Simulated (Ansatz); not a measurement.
HfAs₂ in space group Pnma (No. 62; Hf on 4c, As on 4c, As on 4c), DFT-PBE in the program Ansatz with PAW potentials, all energies at zero smearing, with the estimated change up to a 700 eV cutoff added, with one set of potentials and settings (totals compare only within such a set). Cell of 12 atoms (4 Hf, 8 As): -101743.505 eV.

| element | reference phase | E (eV/atom) |
|---|---|---|
| Hf | P6_3/mmc, 2 atoms in the cell | -15721.3637 |
| As | R-3m, 2 atoms in the cell | -4856.1377 |

Formation energy per atom, worked out: (-101743.505 − 4×(-15721.3637) − 8×(-4856.1377))/12 = -0.746 eV/atom (-72 kJ per mol of atoms), at 0 K, without zero-point energy or fitted corrections.

The workflow started from a Materials Project entry (that database holds measured and hypothetical structures alike); the Crystallography Open Database copy checked does not list it. Whether it is the stable phase at ambient conditions was not checked. Symmetry was held in the PBE relaxation; its stability against distortions is not shown here. No spin polarisation was allowed. The references are the lowest solids computed at this level, not always the standard phases. Spin–orbit coupling is left out wherever it is not named.

Potentials: the later of the program's two PAW sets.
